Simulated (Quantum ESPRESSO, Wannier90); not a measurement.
ZnHgTe$_{2}$ (R3m), plane waves to Wannier functions

Cell from Materials Project (mp-1215476), symmetrised, no further relaxation. Not found in the COD (Crystallography Open Database) copy used; not checked further. Method: PBEsol plane waves in Quantum ESPRESSO 7.5 (PseudoDojo norm-conserving files, 68 Ry, no spin polarisation, no spin-orbit coupling), Bloch states on a 6×6×6 mesh through Γ, Wannier90 4.0.1. Density: 8×8×8 mesh, cold smearing 0.01 Ry. Spin-orbit coupling is left out although heavy elements are present.

The plane-wave run has 58 bands and 72 electrons a cell. On the energy scale of pw.x, whose zero is arbitrary, the Fermi level lies at 7.50 eV.

Input w.win, without the blocks of cell, atoms and k-points (216 lines):

```
num_bands = 30
num_wann = 16
exclude_bands = 1-18,21-30
num_iter = 1000
conv_tol = 1.0e-6
conv_window = 4
dis_num_iter = 1000
dis_conv_tol = 1.0e-6
dis_froz_max = 9.00
write_hr = true
write_u_matrices = true
begin projections
f=-0.49540,-0.50042,0.49217: s;p
f=-0.00843,-0.00406,0.00833: s;p
f=-0.13829,-0.13358,0.39464: s;p
end projections
mp_grid = 6 6 6
```

Task: This input has a fault. Which, and what does the program do?

Result: wannier90.x -pp stops with:
```
w90_readwrite_get_projections: too few projection functions defined
```
The projections block defines fewer trial orbitals than num_wann. Mended as below, all else unchanged, the run goes through (Ω_I = 32.4 Å²) and follows the plane-wave bands to 2.9 meV rms (states up to 1.0 eV relative to the Fermi level).
```
f=0.38083,0.36888,-0.13973: s;p
```
